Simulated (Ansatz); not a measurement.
An input for the plane-wave PAW code Ansatz:

```yaml
crystal:
  lattice:
    - [3.7509925602, 0.0, 0.0]
    - [-1.8754962801, 3.2484548466, 0.0]
    - [0.0, 0.0, 6.1266211817]
  atoms:
    - { symbol: La, position: [0.3333333333, 0.6666666667, 0.75] }
    - { symbol: La, position: [0.6666666667, 0.3333333333, 0.25] }
basis:
  ecutwfc: 420
  ecutrho_ratio: 4
kpoints:
  mp_grid: { grid: [14, 14, 8] }
hamiltonian:
  xc: pbe
scf:
  occupations: { method: gaussian, width: 0.05 }
output:
  forces: true
  stress: true
  eigenvalues: true
relax:
  f_tol: 0.01
  max_steps: 60
  cell: { stress_tol: 0.04 }
```

At room temperature and ambient pressure La is dhcp.

The output:

```
Pseudopotentials: kind: paw
Pseudopotential: La, paw, valence charge 11, recommended cutoff 420 eV (normal), La.paw.azcp
Crystal: 2 atoms, lattice volume = 74.652 Å³
Basis set: ecut = 420 eV, 1449 PW (Γ), exchange–correlation on 54×54×90 points (8 copies of the dense FFT grid, shifted against one another)
Bands: 15, of which v1, the nominal top of the filled ones, is band 11 counted from 1 (10 counted from 0)
Symmetry: 24 space group operations
Space group: P63/mmc (ITA 194), of the structure as read, at distance tolerance 4.2e-5 Å
k-points: 120 of 1568
Initial density: superposition of atomic densities (neutral atoms: chi_scale 0, normalization atom), corrected by the library's trained network
Initial wavefunctions: pseudopotential atomic-orbital guess
Functional: x = pbe(κ = 0.804, μ = 0.21951), c = pbe(β = 0.06672)
```

```
SCF iter   1: F=—  HF=-12500.132231 eV  |F-HF|=—  |Δ(HF+E_count)|=         —  Δρ=2.37e-3  dr2=2.30e-3  ethr=1.77e-3  ⟨swp⟩=6.2  Hψ=9965  notcnv=0
SCF iter   2: F=—  HF=-12500.132722 eV  |F-HF|=—  |Δ(HF+E_count)|=   4.90e-4  Δρ=1.41e-3  dr2=8.59e-4  ethr=1.04e-5  ⟨swp⟩=2.4  Hψ=4569  notcnv=0  defer=13
SCF iter   3: F=—  HF=-12500.133655 eV  |F-HF|=—  |Δ(HF+E_count)|=   9.33e-4  Δρ=2.14e-4  dr2=3.09e-5  ethr=3.90e-6  ⟨swp⟩=2.1  Hψ=3350  notcnv=0  defer=13
SCF iter   4: F=—  HF=-12500.133670 eV  |F-HF|=—  |Δ(HF+E_count)|=   1.53e-5  Δρ=4.86e-5  dr2=2.43e-6  ethr=1.41e-7  ⟨swp⟩=2.1  Hψ=3108  notcnv=0  defer=13
SCF iter   5: F=—  HF=-12500.133670 eV  |F-HF|=—  |Δ(HF+E_count)|=   3.15e-7  Δρ=1.29e-5  dr2=2.04e-7  ethr=1.10e-8  ⟨swp⟩=2.1  Hψ=2226  notcnv=0  defer=14
SCF iter   6: F=-12500.133670 eV  HF=-12500.133670 eV  |F-HF|=1.18e-9  |Δ(HF+E_count)|=   1.46e-8  Δρ=3.15e-6  dr2=8.60e-9  ethr=4.55e-10  ⟨swp⟩=7.7  Hψ=9118  notcnv=0
SCF 1 converged in 6 iterations: F = -12500.133670 eV  dr2 = 8.60e-9
relax step   1: F+E_penalty+E_count = -12500.13367037 eV  Δ(F+E_penalty+E_count) = +0.000e0 eV  max|allowed force component| = 4.857e-17 eV/Å  Δτ_max = 0.0000 Å  P = +0.134 GPa  Ω = 74.652 Å³  (6 SCF iters, dr2 threshold 1.00e-7 eV, accepted)
SCF iter   1: F=—  HF=-12500.133830 eV  |F-HF|=—  |Δ(HF+E_count)|=         —  Δρ=1.53e-4  dr2=2.08e-5  ethr=8.47e-8  ⟨swp⟩=2.9  Hψ=16750  notcnv=0
SCF iter   2: F=—  HF=-12500.133845 eV  |F-HF|=—  |Δ(HF+E_count)|=   1.44e-5  Δρ=7.86e-5  dr2=5.62e-6  ethr=8.47e-8  ⟨swp⟩=1.9  Hψ=2096  notcnv=0
...
SCF 2 converged in 3 iterations: F = -12500.133843 eV  dr2 = 6.60e-8
SCF 3 converged in 4 iterations: F = -12500.133909 eV  dr2 = 6.15e-9
SCF 4 converged in 4 iterations: F = -12500.133925 eV  dr2 = 9.80e-10
...
SCF iter   2: F=—  HF=-12500.133935 eV  |F-HF|=—  |Δ(HF+E_count)|=   2.12e-5  Δρ=1.28e-6  dr2=6.63e-10  ethr=4.57e-12  ⟨swp⟩=3.2  Hψ=4470  notcnv=0
SCF iter   3: F=—  HF=-12500.133935 eV  |F-HF|=—  |Δ(HF+E_count)|=  5.60e-10  Δρ=2.56e-7  dr2=3.39e-11  ethr=3.01e-12  ⟨swp⟩=2.3  Hψ=3119  notcnv=0
SCF iter   4: F=-12500.133935 eV  HF=-12500.133935 eV  |F-HF|=0.00e0  |Δ(HF+E_count)|=  1.82e-12  Δρ=1.06e-7  dr2=8.23e-12  ethr=1.00e-12  ⟨swp⟩=8.5  Hψ=9681  notcnv=0
SCF 5 converged in 4 iterations: F = -12500.133935 eV  dr2 = 8.23e-12
```

```
SCF converged after 4 iterations
Free energy (F): -12500.133935 eV
E sigma→0 (E₀):  -12500.130910 eV
Entropy (-TS):   -0.006051 eV (-3.025 meV/atom)
Fermi energy:    10.867606 eV
--- Per-component energies (eV) ---
  E_band       = -93.911740
  E_kinetic    = 385.413508
  E_local      = -675.891346  (includes V_loc(G=0)·N_el)
  E_nonlocal   = 189.231285
  E_hartree    = 213.747172
  E_xc         = -278.290884
  E_vxc        = -294.644249  (∫ρ·V_xc dr)
  E_paw        = -10831.597045  (= ΣΔE_a)
  E_vpaw       = -125.515259  (= ΣTr[D̂ρ^β])
  E_aug_tail   =  0.000000  (compensation charges beyond the density's cutoff)
  E_ewald      = -1502.740574
  E_smearing   = -0.006051  (= −TS)
--- Forces (eV/Å), atoms counted from 1 ---
  atom   1  La     0.00000000     0.00000000     0.00000000
  atom   2  La     0.00000000     0.00000000     0.00000000
--- Stress (GPa, compression-positive) ---
        0.000759       0.000000       0.000000
        0.000000       0.000759       0.000000
        0.000000       0.000000      -0.005720
  P = ⅓ Tr σ = -0.0014 GPa (-0.014 kbar)
--- Band table (eV; the first three rows and the last of 120) ---
  k-point 0: bands = ["-21.9851", "-21.7943", "-6.3063", "-5.1538", "-5.1538", "-4.9779", "-4.9779", "-4.9506", "7.6767", "9.1425", "11.9277", "12.2026", "12.2026", "12.3284", "12.3996"]
  k-point 1: bands = ["-21.9781", "-21.8018", "-6.2604", "-5.1473", "-5.1473", "-5.0094", "-4.9847", "-4.9847", "7.7946", "9.1659", "11.9016", "12.1978", "12.1978", "12.2285", "12.2972"]
  k-point 2: bands = ["-21.9579", "-21.8230", "-6.1276", "-5.1731", "-5.1285", "-5.1285", "-5.0041", "-5.0041", "8.1213", "9.2123", "11.7419", "12.0289", "12.1650", "12.1944", "12.1944"]
  k-point 119: bands = ["-21.7530", "-21.7530", "-6.0652", "-6.0652", "-5.7567", "-5.7567", "-5.1944", "-5.1944", "10.1673", "10.1673", "10.7322", "10.7322", "11.7519", "11.7519", "12.3465"]
--- Relaxed structure (4 steps of the walk, 4 accepted, 1 SCFs on fresh bases) ---
  F+E_penalty+E_count = -12500.13393492 eV   max|allowed force component| = 2.544e-17 eV/Å   (the final SCF, on the basis selected at the relaxed cell)
  cell:  # Å, volume = 75.1016 Å³
    - [3.76516, 0.00000, 0.00000]
    - [-1.88258, 3.26073, 0.00000]
    - [0.00000, 0.00000, 6.11717]
  atoms:
    - { symbol: La, position: [0.33333, 0.66667, 0.75000] }
    - { symbol: La, position: [0.66667, 0.33333, 0.25] }
```

In short (PBE): final volume 37.55 Å³/atom, energy lowered by 0.1 meV/atom, pressure 0.0 GPa, gap on the mesh zero (metallic).

Scalar-relativistic only: spin–orbit splittings of the heavy atoms' levels are missing.
